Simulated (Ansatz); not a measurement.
SiO2:
```xyz
12
Lattice="4.0716 0.0000 0.0000 0.0000 5.0301 0.0000 0.0000 0.0000 4.4832" Properties=species:S:1:pos:R:3 pbc="T T T"
Si     2.0358     1.7513     3.3624
Si     2.0358     3.2788     1.1208
Si     0.0000     0.7638     1.1208
Si     0.0000     4.2664     3.3624
O      1.0946     3.1083     2.6020
O      2.9770     1.9218     1.8812
O      0.9412     4.4369     0.3604
O      3.1304     0.5933     4.1228
O      3.1304     4.4369     1.8812
O      0.9412     0.5933     2.6020
O      2.9770     3.1083     4.1228
O      1.0946     1.9218     0.3604
```

Relaxed with r²SCAN.

Problem. Map the electron localisation function on the plane through (0.000, 0.152, 0.250) spanned by u = [1, 0, 1] and v = [1, 1, -1] in lattice vectors, from r²SCAN (plane waves, PAW; program Ansatz).

Solution. x is the fraction of u, y of v (the angle between them is 94°; rows are the nearest grid lines); atoms in the plane: Si at (0.00, 0.00), O at (0.80, 0.47), O at (0.05, 0.22).
```
y \ x   0.000  0.100  0.167  0.267  0.367  0.467  0.533  0.633  0.733  0.833  0.900   1.00
------  -----  -----  -----  -----  -----  -----  -----  -----  -----  -----  -----  -----
1.00    0.654  0.511  0.860  0.665  0.841  0.327  0.327  0.841  0.665  0.860  0.511  0.654
0.923   0.382  0.308  0.737  0.537  0.772  0.126  0.059  0.660  0.791  0.332  0.190  0.382
0.846   0.831  0.224  0.222  0.843  0.370  0.137  0.365  0.075  0.029  0.241  0.772  0.831
0.769   0.655  0.774  0.226  0.078  0.447  0.834  0.824  0.809  0.079  0.687  0.799  0.655
0.692   0.788  0.522  0.097  0.059  0.736  0.758  0.387  0.826  0.181  0.550  0.784  0.788
0.615   0.044  0.282  0.741  0.683  0.132  0.727  0.793  0.468  0.207  0.228  0.075  0.044
0.538   0.049  0.812  0.762  0.772  0.251  0.028  0.040  0.140  0.805  0.828  0.762  0.049
0.462   0.094  0.784  0.740  0.841  0.282  0.017  0.013  0.513  0.764  0.425  0.827  0.094
0.385   0.082  0.136  0.321  0.365  0.208  0.491  0.290  0.099  0.818  0.772  0.541  0.082
0.308   0.764  0.710  0.535  0.203  0.849  0.786  0.864  0.132  0.061  0.055  0.154  0.764
0.231   0.639  0.611  0.805  0.128  0.813  0.616  0.835  0.201  0.011  0.056  0.663  0.639
0.154   0.841  0.831  0.569  0.034  0.535  0.823  0.616  0.130  0.264  0.049  0.307  0.841
0.0769  0.494  0.295  0.161  0.423  0.349  0.140  0.216  0.840  0.816  0.704  0.263  0.494
0.000   0.654  0.511  0.860  0.665  0.841  0.327  0.327  0.841  0.665  0.860  0.511  0.654
```

The density is the valence pseudo-density with augmentation charge, so density and ELF within about 1 Å of a nucleus are not all-electron values.

Space group Pbcn. The first step of the workflow began from a Materials Project structure, measured or hypothetical; the Crystallography Open Database copy checked does not list it. It is not the phase usual at ambient conditions (space group No. 92, 152, 154). The r²SCAN relaxation kept the symmetry of its start; of distortions, only those at the zone centre were tested.

Potentials: the later of the program's two PAW sets.
